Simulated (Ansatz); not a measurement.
ZnCdSe2:
```cif
data_CdSe2Zn
_chemical_formula_sum 'Zn1 Cd1 Se2'
_space_group_name_H-M_alt 'P 1'
_space_group_IT_number 1
_cell_length_a 4.12405
_cell_length_b 4.12405
_cell_length_c 6.82963
_cell_angle_alpha 90.000
_cell_angle_beta 90.000
_cell_angle_gamma 120.000
loop_
_space_group_symop_operation_xyz
  'x, y, z'
loop_
_atom_site_label
_atom_site_type_symbol
_atom_site_fract_x
_atom_site_fract_y
_atom_site_fract_z
_atom_site_occupancy
Zn1 Zn 0.00000 0.00000 0.00117 1
Cd1 Cd 0.66667 0.33333 0.49337 1
Se1 Se 0.66667 0.33333 0.10933 1
Se2 Se 0.00000 0.00000 0.64414 1
```

Relaxed with PBEsol. The program Ansatz at the PBEsol level (PAW) gives a gap of 0.66 eV.

Problem. What gap does HSE06 give on the same cell (Ansatz, PAW)?

Solution. 1.80 eV, 1.14 eV more. The hybrid was solved on a coarser mesh and at special points; its gap is the smallest among all of these.

```tsv
k	v1 PBEsol	c1 PBEsol	v1 HSE06	c1 HSE06
Γ	0.00	0.66	0.00	1.80
A	-0.26	2.02	[?]	[?]
K	-1.94	3.71	-2.07	4.66
H	-1.31	3.46	[?]	[?]
M	-0.81	2.85	[?]	[?]
L	-1.27	2.51	[?]	[?]
```

Problem. Top valence (v1) and lowest conduction level (c1) in eV from each method's valence maximum (which need not be a listed point): supply the withheld HSE06 values.

Solution. 
- M, v1 HSE06: -0.87
- M, c1 HSE06: 3.92
- H, v1 HSE06: -1.37
- H, c1 HSE06: 4.60
- A, v1 HSE06: -0.27
- A, c1 HSE06: 3.17
- L, v1 HSE06: -1.35
- L, c1 HSE06: 3.57

Cost on shared cores: the PBEsol run (SCF on a 8×8×4 mesh, then bands and DOS) very roughly 70 core-seconds, the HSE06 run (SCF on 6×6×3, then a few points) very roughly 7 core-minutes; the tasks are unlike.

Space group P3m1. The first step of the workflow began from a Materials Project structure, measured or hypothetical; the Crystallography Open Database copy checked does not list it. Its standing as an ambient phase is unchecked. The PBEsol relaxation kept the symmetry of its start; of distortions, only those at the zone centre were tested. Spin–orbit coupling is left out wherever it is not named.

Potentials: the later of the program's two PAW sets.
